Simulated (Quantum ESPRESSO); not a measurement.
pw.x input (Quantum ESPRESSO 7.5; LDA, PseudoDojo standard norm-conserving files, scalar-relativistic):

```
&CONTROL
  calculation = 'scf'
  pseudo_dir = './pseudo'
  outdir = './out'
  tprnfor = .true.
  tstress = .true.
/
&SYSTEM
  ibrav = 0
  nat = 10
  ntyp = 4
  ecutwfc = 84.0
  ecutrho = 336.0
  occupations = 'smearing'
  smearing = 'fd'
  degauss = 0.002
  nbnd = 52
/
&ELECTRONS
  conv_thr = 1e-09
/
ATOMIC_SPECIES
O 15.9990 O.upf
Mg 24.3050 Mg.upf
W 183.8400 W.upf
Pb 207.2000 Pb.upf
CELL_PARAMETERS angstrom
  0.000000000000   4.042575000000   4.042575000000
  4.042575000000   0.000000000000   4.042575000000
  4.042575000000   4.042575000000   0.000000000000
ATOMIC_POSITIONS crystal
O   0.758310000000   0.241690000000   0.758310000000
O   0.241690000000   0.758310000000   0.241690000000
O   0.758310000000   0.241690000000   0.241690000000
O   0.241690000000   0.758310000000   0.758310000000
O   0.758310000000   0.758310000000   0.241690000000
O   0.241690000000   0.241690000000   0.758310000000
Mg   0.500000000000   0.500000000000   0.500000000000
W   0.000000000000   0.000000000000   0.000000000000
Pb   0.750000000000   0.750000000000   0.750000000000
Pb   0.250000000000   0.250000000000   0.250000000000
K_POINTS automatic
6 6 6 0 0 0
```

End of the output:

```
     total energy              =    -750.00543626 Ry
     estimated scf accuracy    <       0.00000023 Ry
     total energy              =    -750.00543630 Ry
     estimated scf accuracy    <          6.8E-09 Ry
     total energy              =    -750.00543630 Ry
     estimated scf accuracy    <          2.9E-09 Ry
[...]
     the Fermi energy is    10.0996 ev
!    total energy              =    -750.00543630 Ry
     estimated scf accuracy    <          7.6E-11 Ry
     smearing contrib. (-TS)   =      -0.00000000 Ry
     internal energy E=F+TS    =    -750.00543630 Ry
     The total energy is F=E-TS. E is the sum of the following terms:
     one-electron contribution =    -204.08700478 Ry
     hartree contribution      =     153.53858523 Ry
     xc contribution           =    -176.44317324 Ry
     ewald contribution        =    -523.01384351 Ry
     convergence has been achieved in  12 iterations
     Forces acting on atoms (cartesian axes, Ry/au):
     atom    1 type  1   force =     0.00000000    0.03771141   -0.00000000
     atom    2 type  1   force =    -0.00000000   -0.03771141    0.00000000
     atom    3 type  1   force =    -0.03771141    0.00000000    0.00000000
     atom    4 type  1   force =     0.03771141    0.00000000   -0.00000000
     atom    5 type  1   force =     0.00000000    0.00000000    0.03771141
     atom    6 type  1   force =     0.00000000    0.00000000   -0.03771141
     atom    7 type  2   force =     0.00000000    0.00000000    0.00000000
     atom    8 type  3   force =     0.00000000    0.00000000    0.00000000
     atom    9 type  4   force =     0.00000000   -0.00000000    0.00000000
     atom   10 type  4   force =     0.00000000    0.00000000    0.00000000
     Total force =     0.092374     Total SCF correction =     0.000014
     Computing stress (Cartesian axis) and pressure
          total   stress  (Ry/bohr**3)                   (kbar)     P=     -136.35
  -0.00092692   0.00000000  -0.00000000         -136.35        0.00       -0.00
   0.00000000  -0.00092692   0.00000000            0.00     -136.35        0.00
  -0.00000000   0.00000000  -0.00092692           -0.00        0.00     -136.35
```
In a gapped system the printed Fermi energy is only some level inside the gap.

Spin-orbit coupling is not included.

Geometry of the Materials Project entry, not relaxed at this level.
